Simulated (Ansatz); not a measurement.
Structure relaxation, Cu

The start is a relaxed Cu cell, doubled along one cell vector, shaken by Gaussian noise of σ = 0.08 Å a coordinate. The cell and all atomic positions are relaxed at zero pressure with PBEsol (plane waves to 420 eV, PAW, scalar-relativistic; Ansatz, a first-principles code). First-step values are on the input's coarse k-mesh.

Ansatz input (later rounds restart from its end on a renewed k-mesh):
Ansatz 0.2 input:
```yaml
crystal:
  lattice:
    - [0, 1.7818890709, 1.7818890709]
    - [1.7818890709, 0, 1.7818890709]
    - [3.5637781418, 3.5637781418, 0]
  atoms:
    - { symbol: Cu, position: [-0.0316191813, 0.0216408802, -0.0037141093] }
    - { symbol: Cu, position: [-0.0428178944, 0.0527546665, 0.5039147278] }
basis: { ecutwfc: 420, ecutrho_ratio: 4, xc_grid: 2, fft_grid_basis: typed }
kpoints: { mp_grid: { grid: [16, 16, 8] } }
hamiltonian:
  xc: pbesol
  dispersion: none
  pseudopotentials: { kind: paw }
scf: { occupations: { method: fermi_dirac, width: 0.05 } }
relax: { f_tol: 0.01, max_steps: 100, cell: { stress_tol: 0.02 } }
output: { forces: true, stress: true }
```

Q: What is the largest force in the starting geometry, and on which atom (counted from 1)?

A: 0.30 eV/Å, on Cu1, Cu2 (atoms numbered as listed).

Q: Is the parent structure recovered?

A: It returns to the parent structure, Fm-3m (No. 225).

Q: How do the shortest distances between atoms change?

A: The closest pairs of elements (up to four, under 3.6 Å), start → end: Cu–Cu 2.46 → 2.52 Å.

Q: Is the relaxed structure metallic? Give its gap.

A: No gap (metallic).

Final values are on a 22×22×22 k-mesh of the relaxed cell. No spin polarisation in the result.

The run could not lose the symmetry of its start.
